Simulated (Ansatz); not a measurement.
## SrFeO$_{3}$: relaxation (Ansatz)

Run with:

```bash
ansatz run input.yaml --threads 1 --pin off --max-ram 2560MiB --backend cpu --events-out ev --progress --plain --runs-dir out
```

input.yaml:

```yaml
crystal:
  lattice:
    - [3.12765608, 0.0, 0.0]
    - [0.0, 3.12765608, 0.0]
    - [0.0, 0.0, 3.12765608]
  atoms:
    - { symbol: Fe, position: [0.0, 0.0, 0.0], spin: 2.8 }
    - { symbol: O, position: [0.5, 0.0, 0.0] }
    - { symbol: O, position: [0.0, 0.5, 0.0] }
    - { symbol: O, position: [0.0, 0.0, 0.5] }
    - { symbol: Sr, position: [0.5, 0.5, 0.5] }
kpoints:
  mp_grid: { grid: [5, 5, 5], shift: [0, 0, 0] }
magnetization:
  spin_polarized: true
scf:
  occupations: { method: fermi_dirac, width: 0.0196 }
  max_iter: 100
hamiltonian:
  pseudopotentials: { kind: paw }
  xc: pbesol
basis:
  ecutwfc: 420
output:
  forces: true
  stress: true
  eigenvalues: true
relax:
  max_steps: 40
  cell: {}
```

Origin of the cell: a known structure type with other elements, at an estimated volume, so it need not be a known compound.

Output (shortened):

```
SCF iter   1: F=—  HF=-9609.750219 eV  Δρ=1.41e-1  dr2=1.08e1  dr2_m=4.20e-1  M=2.191 μB ∫|m|=2.247 μB
SCF iter   2: F=—  HF=-9605.774224 eV  Δρ=6.34e-2  dr2=1.68e0  dr2_m=1.83e-1  M=2.224 μB ∫|m|=2.284 μB  defer=37
SCF iter   3: F=—  HF=-9608.309579 eV  Δρ=3.44e-2  dr2=2.99e-1  dr2_m=1.19e-1  M=2.224 μB ∫|m|=2.270 μB  defer=38
SCF iter   4: F=—  HF=-9611.161126 eV  Δρ=5.15e-2  dr2=3.36e-1  dr2_m=3.44e-1  M=1.840 μB ∫|m|=1.860 μB  defer=38
[… 4 lines left out …]
SCF iter   9: F=—  HF=-9611.415782 eV  Δρ=1.01e-4  dr2=4.52e-6  dr2_m=7.89e-8  M=1.840 μB ∫|m|=1.854 μB  defer=31
SCF iter  10: F=—  HF=-9611.416070 eV  Δρ=5.88e-5  dr2=2.24e-6  dr2_m=1.49e-8  M=1.840 μB ∫|m|=1.854 μB  defer=31
SCF iter  11: F=—  HF=-9611.416070 eV  Δρ=5.88e-6  dr2=1.20e-8  dr2_m=1.51e-9  M=1.840 μB ∫|m|=1.854 μB  defer=31
SCF iter  12: F=-9611.416070 eV  HF=-9611.416070 eV  Δρ=4.21e-6  dr2=8.36e-9  dr2_m=2.63e-10  M=1.840 μB ∫|m|=1.854 μB
relax step   1: F+E_penalty+E_count = -9611.416070 eV  Δ(F+E_penalty+E_count) = +0.000e0 eV  max|allowed force component| = 0.0 eV/Å  Δτ_max = 0.0000 Å  P = +348.452 GPa  Ω = 30.595 Å³  (12 S […]
relax step   2: F+E_penalty+E_count = -9618.947540 eV  Δ(F+E_penalty+E_count) = -7.531e0 eV  max|allowed force component| = 0.0 eV/Å  Δτ_max = 0.0000 Å  P = +183.514 GPa  Ω = 35.292 Å³  energ […]
relax step   3: F+E_penalty+E_count = -9623.028549 eV  Δ(F+E_penalty+E_count) = -4.081e0 eV  max|allowed force component| = 0.0 eV/Å  Δτ_max = 0.0000 Å  P = +81.145 GPa  Ω = 40.446 Å³  energy […]
[… 10 lines left out …]
relax step  14: F+E_penalty+E_count = -9626.412990 eV  Δ(F+E_penalty+E_count) = -4.499e-4 eV  max|allowed force component| = 0.0 eV/Å  Δτ_max = 0.0000 Å  P = +0.051 GPa  Ω = 53.768 Å³  stress off target by 5.12e-2 GPa […]
relax step  15: F+E_penalty+E_count = -9626.412923 eV  Δ(F+E_penalty+E_count) = +6.685e-5 eV  max|allowed force component| = 0.0 eV/Å  Δτ_max = 0.0000 Å  P = +0.002 GPa  Ω = 53.782 Å³  energy […]
relax step  16: F+E_penalty+E_count = -9626.412923 eV  Δ(F+E_penalty+E_count) = -3.820e-10 eV  max|allowed force component| = 0.0 eV/Å  Δτ_max = 0.0000 Å  P = +0.002 GPa  Ω = 53.782 Å³  stress off target by 2.48e-3 GPa […]
SCF 16 converged in 6 iterations: F = -9626.412923 eV  dr2 = 9.38e-13
basis re-selected at this cell: Δ(F+E_penalty+E_count) = -3.820e-10 eV, ΔP = +0.000 GPa vs the last step (what re-selecting the basis moved, of the pressure what is left beyond the Pulay corr […]
SCF converged after 6 iterations
Magnetization: 3.0880 μB (23.5440 up, 20.4560 down)
Absolute magnetization: 3.2072 μB (∫|ρ↑−ρ↓|, with the PAW one-centre terms)
Spin contamination: 0.0472 ħ² per cell (⟨S²⟩ above its minimum at these occupations)
Per-site moments (μB) at R_I (Å): [(2.396407, 0.778526), (0.125077, 0.778526), (0.125077, 0.778526), (0.125077, 0.778526), (0.011534, 1.101003)]
Free energy (F): -9626.412923 eV
[… 24 lines left out …]
  atom   3  O      0.000000     0.000000     0.000000
  atom   4  O     -0.000000     0.000000    -0.000000
  atom   5  Sr     0.000000    -0.000000     0.000000
  max |Σ_I F_I| component: 0.0 eV/Å
--- Stress (GPa, compression-positive) ---
        0.002484      -0.000000       0.000000
       -0.000000       0.002484       0.000000
        0.000000       0.000000       0.002484
  P = ⅓ Tr σ = 0.0025 GPa (0.025 kbar)
--- Relaxed structure (12 steps of the walk, 12 accepted, 4 SCFs on fresh bases) ---
  F+E_penalty+E_count = -9626.412923 eV   max|allowed force component| = 0.0 eV/Å   (the final SCF, on the basis selected at the relaxed cell)
```

**Question.** What is wrong with this input?

**Answer.** It holds a lattice far too small: `crystal.lattice` scaled. The calculation finished and met its thresholds. It reached the result of a sound input all the same, in 145 SCF iterations against 74.

It ran for 40 s on 1 thread of Arm Neoverse V1, on a shared host, peak memory 0.3 GiB, from the program's own first density.
